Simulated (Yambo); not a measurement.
Yambo run on Na2CO3 (space group C2/m, No. 12). The wavefunctions are norm-conserving PBEsol (Quantum ESPRESSO, 88 Ry, scalar-relativistic) ones on a 2×2×2 mesh (40 occupied bands); a = b = 5.1207 Å, c = 5.9217 Å, α = β = 101.29°, γ = 61.87°.

Yambo input:

```
rim_cut
gw0
dyson
el_el_corr
HF_and_locXC
ppa
em1d
RandQpts= 1000000
RandGvec= 1 Ry
EXXRLvcs= 88 Ry
VXCRLvcs= 352 Ry
Chimod= "HARTREE"
% BndsRnXp
 5 | 124 |
%
NGsBlkXp= 6 Ry
% LongDrXp
 1.0 | 1.0 | 1.0 |
%
PPAPntXp= 27.2114 eV
% GbndRnge
 1 | 124 |
%
GTermKind= "BG"
DysSolver= "n"
ExtendOut
% QPkrange
 1 | 1 | 40 | 41 |
 2 | 2 | 40 | 40 |
%
```

k points by index: 1 = Γ, 2 = (0, 0, -0.5).

Resulting energies as the program prints them:

```
#    K-point    Band    Eo [eV]    E [eV]    E-Eo [eV]    Vxc [eV]    Vnlxc [eV]    Sc|Eo [eV]    Sc|E [eV]    dSc/dw|Eo [eV]    Re(Z)    Im(Z)
#
    1    40    -0.047023    -1.720801    -1.673778    -20.19287    -26.37446    4.139710    4.507811    -5.983965    0.819733    -0.001070
    1    41    4.132019    5.513258    1.381239    -10.17663    -5.723155    -2.887801    -3.072233    -3.633251    0.882207    -0.743436E-3
    2    40    0.000000    -1.661726    -1.661726    -20.24222    -26.40876    4.139296    4.504821    -5.985177    0.819703    -0.001070
```
(The two width columns are left out.) Convergence of these settings isn't established.

Geometry of the Materials Project entry, not relaxed at this level.
